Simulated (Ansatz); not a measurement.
Input, command and steps of an Ansatz relaxation.

```yaml
crystal:
  lattice:
    - [4.5444630667, 0.0, 0.0]
    - [0.0, 4.5444630667, 0.0]
    - [0.0, 0.0, 4.5444630667]
  atoms:
    - { symbol: Te, position: [0.0, 0.0, 0.0] }
    - { symbol: S, position: [0.0, 0.5, 0.5] }
    - { symbol: S, position: [0.5, 0.0, 0.5] }
    - { symbol: S, position: [0.5, 0.5, 0.0] }
basis:
  ecutwfc: 500
kpoints:
  mp_grid: { grid: [4, 4, 4] }
hamiltonian:
  xc: r2scan
scf:
  occupations: { method: gaussian, width: 0.1 }
  lower_state_search: "off"
output:
  forces: true
  stress: true
  eigenvalues: true
relax:
  adjacent_minimum: "off"
  f_tol: 0.04
  max_steps: 70
  cell: { stress_tol: 0.4 }
```

```bash
ansatz run input.yaml --threads 1 --pin off --max-ram 2560MiB --backend cpu --events-out ev --progress --plain --runs-dir out
```

The calculation used DFT r2SCAN, scalar-relativistic, plane waves, PAW (Ansatz 0.2.0).

Of 6 frames 6 are shown, positions in Å and forces in eV/Å; the SCF threshold varies from step to step. Steps run on the plane waves of an earlier cell, with a Pulay correction in the pressure. The basis is chosen afresh for the last frame, the zero of the energies, and at times for earlier ones too; energy and pressure step there, also at an unchanged geometry.

```xyz
4
Lattice="4.5445 0.0000 0.0000 0.0000 4.5445 0.0000 0.0000 0.0000 4.5445" Properties=species:S:1:pos:R:3:forces:R:3 pbc="T T T" step=1 free_energy_over_end_meV_per_atom=187.91 pressure_GPa=-10.22
Te    0.0000    0.0000    0.0000    0.0000    0.0000    0.0000
S     0.0000    2.2722    2.2722    0.0000    0.0000    0.0000
S     2.2722    0.0000    2.2722    0.0000    0.0000    0.0000
S     2.2722    2.2722    0.0000    0.0000    0.0000    0.0000
4
Lattice="4.3229 0.0000 0.0000 0.0000 4.3229 0.0000 0.0000 0.0000 4.3229" Properties=species:S:1:pos:R:3:forces:R:3 pbc="T T T" step=2 free_energy_over_end_meV_per_atom=23.50 pressure_GPa=-4.89
Te    0.0000    0.0000    0.0000    0.0000    0.0000    0.0000
S     0.0000    2.1615    2.1615    0.0000    0.0000    0.0000
S     2.1615    0.0000    2.1615    0.0000    0.0000    0.0000
S     2.1615    2.1615    0.0000    0.0000    0.0000    0.0000
4
Lattice="4.1535 0.0000 0.0000 0.0000 4.1535 0.0000 0.0000 0.0000 4.1535" Properties=species:S:1:pos:R:3:forces:R:3 pbc="T T T" step=3 free_energy_over_end_meV_per_atom=9.12 pressure_GPa=3.90
Te    0.0000    0.0000    0.0000    0.0000    0.0000    0.0000
S     0.0000    2.0768    2.0768    0.0000    0.0000    0.0000
S     2.0768    0.0000    2.0768    0.0000    0.0000    0.0000
S     2.0768    2.0768    0.0000    0.0000    0.0000    0.0000
4
Lattice="4.2253 0.0000 0.0000 0.0000 4.2253 0.0000 0.0000 0.0000 4.2253" Properties=species:S:1:pos:R:3:forces:R:3 pbc="T T T" step=4 free_energy_over_end_meV_per_atom=-0.27 pressure_GPa=-0.47
Te    0.0000    0.0000    0.0000    0.0000    0.0000    0.0000
S     0.0000    2.1127    2.1127    0.0000    0.0000    0.0000
S     2.1127    0.0000    2.1127    0.0000    0.0000    0.0000
S     2.1127    2.1127    0.0000    0.0000    0.0000    0.0000
4
Lattice="4.2170 0.0000 0.0000 0.0000 4.2170 0.0000 0.0000 0.0000 4.2170" Properties=species:S:1:pos:R:3:forces:R:3 pbc="T T T" step=5 free_energy_over_end_meV_per_atom=-0.45 pressure_GPa=-0.01
Te    0.0000    0.0000    0.0000    0.0000    0.0000    0.0000
S     0.0000    2.1085    2.1085    0.0000    0.0000    0.0000
S     2.1085    0.0000    2.1085    0.0000    0.0000    0.0000
S     2.1085    2.1085    0.0000    0.0000    0.0000    0.0000
4
Lattice="4.2170 0.0000 0.0000 0.0000 4.2170 0.0000 0.0000 0.0000 4.2170" Properties=species:S:1:pos:R:3:forces:R:3 pbc="T T T" step=6 free_energy_over_end_meV_per_atom=0.00 pressure_GPa=-0.02
Te    0.0000    0.0000    0.0000    0.0000    0.0000    0.0000
S     0.0000    2.1085    2.1085    0.0000    0.0000    0.0000
S     2.1085    0.0000    2.1085    0.0000    0.0000    0.0000
S     2.1085    2.1085    0.0000    0.0000    0.0000    0.0000
```

The start puts this composition into another compound's structure type, which needn't suit it. At the end the space group is Pm-3m (tolerance 0.05 Å).

It took 38 s on 1 thread of AMD EPYC 7R43 64-Core Processor (Zen 3) (shared host), peak memory 0.59 GiB.

The k mesh is coarse.